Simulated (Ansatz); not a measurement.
Space group Fm-3m (No. 225). a = 7.763 Å, b = 7.763 Å, c = 7.763 Å, α = 90.00°, β = 90.00°, γ = 90.00°
```csv
atom,site,symmetry,x,y,z
Na,8c,-43m,0.2500,0.7500,0.7500
Na,4b,m-3m,0.5000,0.0000,0.0000
In,4a,m-3m,0.0000,0.0000,0.0000
```

Equation of state of this Na3In structure (not necessarily the ground state), with shape and atoms relaxed at each volume where symmetry leaves them free. It has no gap at any of these volumes. All numbers below come from DFT r2SCAN, scalar-relativistic, plane waves, PAW in Ansatz.

Plane waves to 500 eV, a k mesh through Γ of 10×10×10 on the computed 4-atom cell and Gaussian smearing (0.10 eV); no spin polarisation.

| V (Å³/atom) | E − E(largest V) (meV/atom) | P (GPa) |
| --- | --- | --- |
| 27.483 | 1.04 | 1.07 |
| 28.360 | -3.19 | 0.49 |
| 29.237 | -4.50 | 0.00 |
| 30.114 | -3.32 | -0.42 |
| 30.992 | 0.00 | -0.78 |

**Question.** Fit a third-order Birch–Murnaghan equation to E(V).

**Answer.** V0 = 29.24 Å³/atom, B0 = 15 GPa, B0' = 4.1.

Cost: 5 runs of about 2.5 core-minutes in all, on Intel Xeon Platinum 8259CL (Skylake/Cascade Lake) (shared hosts).